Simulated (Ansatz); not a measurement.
C₈H₄FeN₆Pd:
```cif
data_C8H4FeN6Pd
_chemical_formula_sum 'Fe1 Pd1 N6 C8 H4'
_space_group_name_H-M_alt 'Pmmm'
_space_group_IT_number 47
_space_group_name_Hall '-P 2 2'
_cell_length_a 6.69107
_cell_length_b 7.09396
_cell_length_c 7.13838
_cell_angle_alpha 90.000
_cell_angle_beta 90.000
_cell_angle_gamma 90.000
loop_
_atom_site_label
_atom_site_type_symbol
_atom_site_symmetry_multiplicity
_atom_site_Wyckoff_symbol
_atom_site_fract_x
_atom_site_fract_y
_atom_site_fract_z
_atom_site_occupancy
Fe1 Fe 1 a 0.00000 0.00000 0.00000 1
Pd1 Pd 1 g 0.00000 0.50000 0.50000 1
N1 N 4 u 0.00000 0.18885 0.18822 1
C1 C 4 u 0.00000 0.30314 0.30412 1
N2 N 2 i 0.29158 0.00000 0.00000 1
C2 C 4 y 0.39703 0.16086 0.00000 1
H1 H 4 y 0.31307 0.29073 0.00000 1
```

Relaxed with r²SCAN+D4. 

HSE06 on this cell (Ansatz, a quantum-chemistry and plane-wave program, PAW) gives a gap of 2.72 eV. What does r²SCAN+D4 give?

1.52 eV.

Cost on shared cores: the r²SCAN+D4 run (SCF on a 4×4×4 mesh, then bands and DOS) very roughly 16 core-minutes, the HSE06 run (SCF on 3×3×3, then a few points) roughly 21 core-minutes; the tasks are unlike.

A made-up cell: these elements were put on the sites of a structure type; neither database checked (COD, Materials Project) lists it. Its standing as an ambient phase is unchecked. The r²SCAN+D4 relaxation kept the symmetry of its start; its stability against distortions is not shown here. The run is not spin-polarised. Scalar-relativistic: spin–orbit coupling is off unless named, which matters more the heavier the elements.

Potentials: the later of the program's two PAW sets.

Ansatz is a plane-wave DFT program.
